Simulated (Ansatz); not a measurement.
TiIn$_{2}$:
Space group Fddd, origin choice 1 (No. 70); a = 5.6073 Å, b = 9.1760 Å, c = 9.8526 Å, α = β = γ = 90.00°

| atom | site | symmetry | x | y | z |
|---|---|---|---|---|---|
| In | 16f | .2. | 0.0000 | 0.1766 | 0.0000 |
| Ti | 8b | 222 | 0.5000 | 0.5000 | 0.5000 |
(The calculation used a cell of 6 atoms; values per cell refer to that cell.)

Relaxed with r²SCAN.

Problem. Tabulate the valence density and the electron localisation function along the shortest In–In contact (2.99 Å), r²SCAN in the plane-wave PAW code Ansatz.

Solution. 

```tsv
distance from In (Å)	density (e/Å³)	ELF
0.30	8.12	0.01
0.45	5.82	0.04
0.60	3.61	0.12
0.75	1.82	0.22
0.90	0.76	0.25
1.05	0.41	0.23
1.20	0.29	0.24
1.34	0.23	0.30
1.49	0.21	0.34
1.64	0.23	0.30
1.79	0.29	0.24
1.94	0.41	0.23
2.09	0.76	0.25
2.24	1.82	0.22
2.39	3.61	0.12
2.54	5.82	0.04
2.69	8.12	0.01
```

The density is the valence pseudo-density with augmentation charge, so density and ELF within about 1 Å of a nucleus are not all-electron values.

The start of the workflow was typed in or built on a structure type; neither database checked (COD, Materials Project) lists it. Its standing as an ambient phase is unchecked. The cell was relaxed with r²SCAN under the symmetry of its start; whether a distortion lowers the energy is not shown. The run is not spin-polarised. Axis ratios of metals converge slowly with the k-mesh, so a and c are less sure than the volume.

Potentials: the earlier of the program's two PAW sets. The files were generated under PBE; for other functionals the program regenerates the frozen cores, and for LDA and PBEsol the local potential too.
